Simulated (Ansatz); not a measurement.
Ta₂SnN:
```
CELL_PARAMETERS angstrom
      3.25955     0.00000     0.00000
     -1.62977     2.82285     0.00000
      0.00000     0.00000    13.44747
ATOMIC_POSITIONS crystal
  Sn 0.33333 0.66667 0.75000
  Sn 0.66667 0.33333 0.25000
  Ta 0.33333 0.66667 0.08069
  Ta 0.66667 0.33333 0.58069
  Ta 0.66667 0.33333 0.91931
  Ta 0.33333 0.66667 0.41931
  N  0.00000 0.00000 0.00000
  N  0.00000 0.00000 0.50000
```

Relaxed with r²SCAN. Special points in fractions of this cell's reciprocal vectors: Γ (0.000, 0.000, 0.000); M (0.500, 0.000, 0.000); K (0.333, 0.333, 0.000); A (0.000, 0.000, 0.500); L (0.500, 0.000, 0.500); H (0.333, 0.333, 0.500).

**Question.** List the band energies nearest the Fermi level at these points for plane-wave PAW r²SCAN (Ansatz code).

**Answer.** In eV from the Fermi level; about four levels below and three above (degenerate sets whole), none deeper than 8.9 eV; points with the same levels are listed once.

| k | below | above |
|---|---|---|
| Γ | -1.54 -1.54 -1.24 -0.27 | 0.53 0.53 0.68 |
| M | -4.19 -4.13 -3.65 -3.61 | 0.19 0.22 0.38 |
| K | -1.12 -1.12 -0.37 -0.34 -0.34 | 0.74 2.25 2.25 |
| A | -1.55 -1.55 -1.55 -1.55 -0.58 -0.58 | 0.70 0.70 0.70 0.70 |
| L | -4.15 -4.15 -3.63 -3.63 | 0.17 0.17 0.42 0.42 |
| H | -1.62 -1.62 -1.40 -1.40 | 0.01 0.01 1.74 1.74 |

Space group P6_3/mmc. The start of the workflow was typed in or built on a structure type; neither database checked (COD, Materials Project) lists it. Whether it is the stable phase at ambient conditions was not checked. The cell was relaxed with r²SCAN under the symmetry of its start; whether a distortion lowers the energy is not shown. The run is not spin-polarised. Spin–orbit coupling is left out wherever it is not named.

Potentials: the earlier of the program's two PAW sets.
